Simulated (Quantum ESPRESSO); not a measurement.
**Kohn-Sham bands of AgNO3 (R3m)**

```
CELL_PARAMETERS angstrom
      2.59093     1.49587     2.87875
     -2.59093     1.49587     2.87875
      0.00000    -2.99175     2.87875
ATOMIC_POSITIONS crystal
  Ag 0.99804 0.99804 0.99804
  N  0.57411 0.57411 0.57411
  O  0.43488 0.43488 0.85948
  O  0.85948 0.43488 0.43488
  O  0.43487 0.85948 0.43488
```

Cell from Materials Project (mp-8196), symmetrised, no further relaxation. COD (Crystallography Open Database) has the formula in 2 space groups, this one among them (matched by group alone). Level: PBEsol, spinors with spin-orbit coupling; pw.x of Quantum ESPRESSO at 68 Ry with PseudoDojo potentials, 6×6×6 k-points, Wannier90. Density: 8×8×8 mesh, cold smearing 0.01 Ry.

### Question
List the Kohn-Sham levels between −8 and 4.6 eV relative to the valence-band maximum at the high-symmetry points, as a band run of pw.x on that density gives them (levels within 2 meV counted together).

### Answer
```csv
point,k (reciprocal lattice),levels (eV)
Γ,0.000 0.000 0.000,"-7.84 (×2), -7.61 (×2), -7.61 (×2), -2.93 (×2), -2.87 (×2), -2.83 (×2), -2.78 (×2), -1.70 (×2), -1.52 (×2), -1.25 (×2), -0.74 (×2), -0.66 (×2), -0.63 (×2), 1.98 (×2), 3.08 (×2)"
T,0.500 0.500 0.500,"-7.64 (×2), -7.64 (×2), -3.18 (×2), -3.17 (×2), -2.27 (×2), -2.22 (×2), -1.52 (×2), -1.40 (×2), -0.99 (×2), -0.78 (×2), -0.67 (×2), -0.46 (×2), 1.61 (×2)"
H_2,0.653 0.347 0.500,"-7.84 (×2), -7.54 (×2), -3.47, -3.44, -3.21, -3.16, -2.34, -2.29, -2.27, -2.21, -1.75, -1.68, -1.56, -1.43, -1.31, -1.15, -1.08, -0.97, -0.81, -0.70, -0.33, -0.27, 2.24, 2.25"
H_0,0.500 -0.347 0.347,"-7.84 (×2), -7.54 (×2), -3.47, -3.44, -3.21, -3.16, -2.34, -2.29, -2.27, -2.21, -1.75, -1.68, -1.56, -1.43, -1.31, -1.15, -1.08, -0.97, -0.81, -0.70, -0.33, -0.27, 2.24, 2.25"
L,0.500 0.000 0.000,"-7.81 (×2), -7.46 (×2), -3.67 (×2), -3.23 (×2), -2.64 (×2), -2.53 (×2), -2.28 (×2), -1.59 (×2), -1.25 (×2), -1.14 (×2), -0.64 (×2), 0.00 (×2), 2.98 (×2), 4.52 (×2)"
S_0,0.423 -0.423 0.000,"-7.42, -7.42, -3.64, -3.62, -3.18, -3.13, -2.70, -2.69, -2.30, -2.25, -1.97, -1.90, -1.69, -1.49, -1.42, -1.20, -1.06, -1.03, -0.93, -0.77, -0.31, -0.20, 2.94, 2.95"
S_2,0.577 0.000 0.423,"-7.42, -7.42, -3.64, -3.62, -3.18, -3.13, -2.70, -2.69, -2.30, -2.25, -1.97, -1.90, -1.69, -1.49, -1.42, -1.20, -1.06, -1.03, -0.93, -0.77, -0.31, -0.20, 2.94, 2.95"
F,0.500 0.000 0.500,"-7.99 (×2), -7.44 (×2), -3.62 (×2), -3.08 (×2), -2.76 (×2), -2.14 (×2), -1.85 (×2), -1.63 (×2), -1.32 (×2), -1.05 (×2), -0.92 (×2), -0.23 (×2), 2.90 (×2)"
```
